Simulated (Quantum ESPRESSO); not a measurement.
Field gradients of Ba3SrS4 from the PAW reconstruction of the field gradient on a scalar-relativistic PBE ground state (a modified build of Quantum ESPRESSO, JTH datasets). The input of pw.x:

```
&CONTROL
  calculation = 'scf'
  prefix = 'x'
  pseudo_dir = './pseudo'
  outdir = './out'
  tprnfor = .true.
/
&SYSTEM
  ibrav = 0
  nat = 8
  ntyp = 3
  ecutwfc = 40
  ecutrho = 160
  occupations = 'fixed'
  nbnd = 36
/
&ELECTRONS
  conv_thr = 1e-11
/
ATOMIC_SPECIES
Sr 87.620 Sr.GGA_PBE-JTH.UPF
S 32.060 S.GGA_PBE-JTH.UPF
Ba 137.327 Ba.GGA_PBE-JTH.UPF
CELL_PARAMETERS angstrom
    6.363908439000     0.000000000000     0.000000000000
    0.000000000000     6.363908439000     0.000000000000
    0.000000000000     0.000000000000     6.363908439000
ATOMIC_POSITIONS crystal
Sr     0.000000000000     0.000000000000     0.000000000000
S      0.500000000000     0.000000000000     0.000000000000
Ba     0.000000000000     0.500000000000     0.500000000000
S      0.500000000000     0.500000000000     0.500000000000
Ba     0.500000000000     0.000000000000     0.500000000000
S      0.000000000000     0.000000000000     0.500000000000
Ba     0.500000000000     0.500000000000     0.000000000000
S      0.000000000000     0.500000000000     0.000000000000
K_POINTS automatic
4 4 4 0 0 0
```
The cell was made here from a computed Materials Project entry: one of 4 Ba replaced by Sr, cell and atoms relaxed (PBE without dispersion, pw.x of Quantum ESPRESSO, symmetry kept). The parent is BaS in Fm-3m; whether this form has been observed was not checked. The swapped cell is a model, not a known phase. Stability against distortions was not tested.

Vzz is the sum of three terms, each taken along its main axis: the smooth valence density, the ions (nucleus and frozen core) with the augmentation charges of all other spheres, and the all-electron minus smooth density in the atom's own sphere. The split hangs on the datasets.  Cores are frozen. Against all-electron runs on small test molecules, this scheme's |Vzz| missed by −3 % on S.

```tsv
site	smooth valence density	ions and other spheres	own sphere	Vzz (a.u.)
S1 (atoms 2, 6, 8)	0.056	-0.036	…	…
```

What belongs in the gaps?


- S1 (atoms 2, 6, 8), own sphere: 0.253
- S1 (atoms 2, 6, 8), Vzz (a.u.): 0.272
